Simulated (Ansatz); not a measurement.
One crystal and one scan (energy over volume and axial ratio) at two levels, PBE (plane waves to 420 eV, PAW, scalar-relativistic; Ansatz, a quantum-chemistry and plane-wave program) and PBEsol (plane waves to 420 eV, PAW, scalar-relativistic; Ansatz), each from its own relaxed cell and on its own mesh.

The crystal is Ru (hcp, Mg type); volume and axial ratio are varied about the relaxed values (subscript 0).

The energy includes the smearing's −TS. Ru is run without spin polarisation. Ru was relaxed with its symmetry unable to fall. With partly filled bands, the response to shear is sensitive to the k mesh, so small differences along c/a are uncertain. Both scans cover V/V₀ from 0.960 to 1.040 and (c/a)/(c/a)₀ from 0.880 to 1.120.

```
quantity                                                                                      run 1  run 2
--------------------------------------------------------------------------------------------  -----  -----
Lattice constant a (Å)                                                                        2.722  2.692
Lattice constant c (Å)                                                                        4.291  4.246
Relaxed volume (Å³/atom)                                                                      13.77  13.32
Modulus against c/a change at fixed volume, (3/4V)·∂²E/∂(ln c/a)² (fit, atoms clamped) (GPa)    223    246
```

### Question
Which run is which level?

### Answer
Run 1 is PBE, run 2 is PBEsol. PBE gives the higher value for: lattice constant a; lattice constant c; relaxed volume. PBE gives the lower value for: modulus against c/a change at fixed volume. Neither level is exact: the differences show how much the result hangs on the functional.

(Under strain, the slope of the energy per volume gives the stress and its curvature an elastic modulus.)
